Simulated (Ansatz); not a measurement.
CsPbCl$_{3}$:
```cif
data_Cl3CsPb
_chemical_formula_sum 'Cs1 Pb1 Cl3'
_space_group_name_H-M_alt 'P 1'
_space_group_IT_number 1
_cell_length_a 5.67138
_cell_length_b 5.67138
_cell_length_c 5.67138
_cell_angle_alpha 90.000
_cell_angle_beta 90.000
_cell_angle_gamma 90.000
loop_
_space_group_symop_operation_xyz
  'x, y, z'
loop_
_atom_site_label
_atom_site_type_symbol
_atom_site_fract_x
_atom_site_fract_y
_atom_site_fract_z
_atom_site_occupancy
Cs1 Cs 0.00000 0.00000 0.00000 1
Pb1 Pb 0.50000 0.50000 0.50000 1
Cl1 Cl 0.00000 0.50000 0.50000 1
Cl2 Cl 0.50000 0.50000 0.00000 1
Cl3 Cl 0.50000 0.00000 0.50000 1
```

Relaxed with r²SCAN. 

**Question.** HSE06 on this cell (Ansatz, an electronic-structure program, PAW) gives a gap of 2.75 eV. What does r²SCAN give?

**Answer.** 2.45 eV.

Cost on shared cores: the r²SCAN run (SCF on a 5×5×5 mesh, then bands and DOS) very roughly 50 core-seconds, the HSE06 run (SCF on 3×3×3, then a few points) roughly 90 core-seconds; the tasks are unlike.

Space group Pm-3m (cubic perovskite). This is a known high-temperature phase of the composition, computed here at zero pressure and temperature. Symmetry was held in the r²SCAN relaxation; its stability against distortions is not shown here. Scalar-relativistic: spin–orbit coupling is off unless named, which matters more the heavier the elements.

Potentials: the later of the program's two PAW sets.

Ansatz is a plane-wave DFT program.
